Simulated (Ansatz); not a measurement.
All numbers below come from Ansatz, DFT PBEsol, scalar-relativistic, plane waves, PAW.

Plane waves to 420 eV, a k mesh through Γ of 10×8×8 on the computed 4-atom cell and Gaussian smearing (0.10 eV); no spin polarisation.

```
CELL_PARAMETERS angstrom
4.19141 0.00000 0.00000
0.00000 6.08641 0.00000
0.00000 0.00000 6.17441
ATOMIC_POSITIONS crystal
Sr 0.00000 0.00000 0.92741
Sr 0.50000 0.50000 0.07259
Mg 0.50000 0.00000 0.41678
Mg 0.00000 0.50000 0.58322
```

Task: Is this geometry at equilibrium? Which atom feels the largest force?

Result: It isn't. Atom 1 (Sr) feels (0.00, 0.00, -0.26) eV/Å, 0.264 eV/Å in size, and symmetry-related atoms feel the same size.

Task: Give all forces and the stress.

Result:
```csv
atom,Fx,Fy,Fz
Sr1,0.000,0.000,-0.264
Sr2,0.000,0.000,0.264
Mg3,0.000,0.000,0.123
Mg4,0.000,0.000,-0.123
```
Stress (GPa, compression positive):
```
-0.76  0.00  0.00
 0.00 -0.80  0.00
 0.00  0.00 -2.14
```